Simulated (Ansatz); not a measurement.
**Structures of NaRh₂: which is lowest?**

Plane-wave DFT in Ansatz with scalar-relativistic PAW potentials, cutoff 420 eV, Γ-centred meshes chosen by cell and gap, Gaussian smearing with energies taken to zero width. Every cell was relaxed (cell and atoms) in a run of its own, within the symmetry of its start. Functional: PBE.

Relaxed structures (starts from databases or built by putting these elements on another compound's sites):
A. I4/mmm, 3 atoms in the computed cell, a = 2.747 Å, c = 13.342 Å; sites (symmetry × multiplicity) Na 4/mmm × 2, Rh 4mm × 4; start: built
B. P6/mmm, 3 atoms in the computed cell, a = 4.559 Å, c = 2.662 Å; sites (symmetry × multiplicity) Na 6/mmm × 1, Rh -6m2 × 2; start: built

Problem. Rank them by energy. Could pressure change the order?

Solution.
| structure | group | E − E(lowest) (meV/atom) | V (Å³/atom) | gap on mesh (eV) |
| --- | --- | --- | --- | --- |
| A | I4/mmm | 0.0 | 16.78 | 0.00 |
| B | P6/mmm | 167 | 15.97 | 0.00 |

A is lowest, 167 meV/atom under B. B is denser by 0.81 Å³/atom, so pressure favours it: ΔE/ΔV, with ΔE in eV and 1 eV/Å³ = 160.2 GPa, gives about 33 GPa for equal enthalpy if both cells were rigid; at such pressures compression changes ΔV much, so this is a scale only. Other structures may lie lower than all of these, and vibrations aren't counted.